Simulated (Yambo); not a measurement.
## How GW settings move the gap: RbH

G0W0@PBEsol for RbH (rock salt, space group Fm-3m, No. 225) in Yambo. Reference settings: 4×4×4 Γ-centred k mesh, 190 bands and a 8 Ry block in the screening, 190 bands in G with the Bruneval-Gonze terminator, plasmon pole fitted at 27.2 eV. The PBEsol gap L → L on this mesh is 2.72 eV; G0W0 gaps are taken between the same points.

```csv
change from the reference,G0W0 gap L → L (eV),shift of the valence edge (eV)
reference settings,5.24,-1.86
118 bands in G,5.23,-1.86
80 bands in W,5.17,-1.72
7 Ry block,5.22,-1.84
```

The reference isn't shown to be the converged limit.

Geometry of the Materials Project entry, not relaxed at this level; primitive cell a = b = c = 4.248 Å, α = β = γ = 60.00°.

A shift is the quasiparticle energy of the state minus its PBEsol energy.
